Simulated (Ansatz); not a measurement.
Relaxed WC (WC type, space group P-6m2):

```xyz
2
Lattice="2.9122 0.0000 0.0000 -1.4561 2.5220 0.0000 0.0000 0.0000 2.8362" Properties=species:S:1:pos:R:3 pbc="T T T"
W      0.0000     0.0000     0.0000
C      1.4561     0.8407     1.4181
```

In each cell atom 2 (C, nearest neighbour W at 2.200 Å; its periodic images, 2.8 Å or more away, move with it) moves by s·(1.000, 0.000, 0.000) (along Cartesian x), the rest being held.

Method: r2SCAN (plane waves to 500 eV, PAW, scalar-relativistic; Ansatz, a program for electronic structure). k mesh 15×15×13 (Γ-centred), Fermi-Dirac smearing 0.05 eV. The energy includes the smearing's −TS. With partly filled bands, energies and forces of such displacements shift with the k mesh and the smearing. Spin-orbit coupling is left out, though W is heavy. WC is run without spin polarisation. WC was relaxed with its symmetry unable to fall. The zero of ΔE is the undisplaced structure. The last digit holds for this mesh only.

```
s (Å)   ΔE (meV/cell)
------  -------------
-0.660         2726.6
-0.528         1927.8
-0.396         1162.6
-0.264          537.9
-0.132          137.6
0.000             0.0
0.132           137.6
0.264           537.9
0.396          1162.6
0.528          1927.8
0.660          2726.6
```

Question: What force constant k = d²E/ds² at s = 0 does the table give?

Answer: 16 eV/Å². It is the second difference of the nearest points, corrected with the next pair.

Question: With k = 15.99 eV/Å² from the forces, is the well harmonic out to s = 0.660 Å?

Answer: ½ks² = 3483 meV/cell against the computed 2727 meV/cell, so the well is softer than harmonic there.

(For displaced atoms, the force is minus the slope of the energy, and its curvature is a force constant, which sets phonon frequencies.)
